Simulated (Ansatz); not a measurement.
Data:

Ga$_{2}$O$_{3}$ (beta-Ga2O3 type, space group C2/m)

```
Ga2O3
1.0
    6.22762    -1.54173     0.00000
    6.22762     1.54173     0.00000
   -1.39233     0.00000     5.71032
Ga O
4 6
Direct
  0.08991   0.08991   0.79470
  0.91009   0.91009   0.20530
  0.65850   0.65850   0.31416
  0.34150   0.34150   0.68584
  0.16349   0.16349   0.10919
  0.83651   0.83651   0.89081
  0.17371   0.17371   0.56436
  0.82629   0.82629   0.43564
  0.49603   0.49603   0.25671
  0.50397   0.50397   0.74329
```

E(V) scan at fixed shape, V₀ the volume above. The atoms relax within the cell's symmetry.

Method: PBE (plane waves to 420 eV, PAW, scalar-relativistic; Ansatz, a quantum-chemistry and plane-wave program). k mesh 11×11×6 (Γ-centred), Fermi-Dirac smearing 0.05 eV. The energy includes the smearing's −TS. Compression counts positive. With the shape held, the modulus is that of even scaling; a crystal free to change shape is softer. Ga2O3 was relaxed with its symmetry unable to fall. ΔE is measured from the relaxed starting cell.

The scan covers V/V₀ from 0.900 to 1.100 in 9 points.

**Question.** What is the fitted pressure derivative B₀′?

**Answer.** 4.0.

**Question.** What bulk modulus at fixed cell shape B₀ follows from a third-order Birch-Murnaghan fit?

**Answer.** 157 GPa.

(Under strain, the slope of the energy per volume gives the stress and its curvature an elastic modulus.)
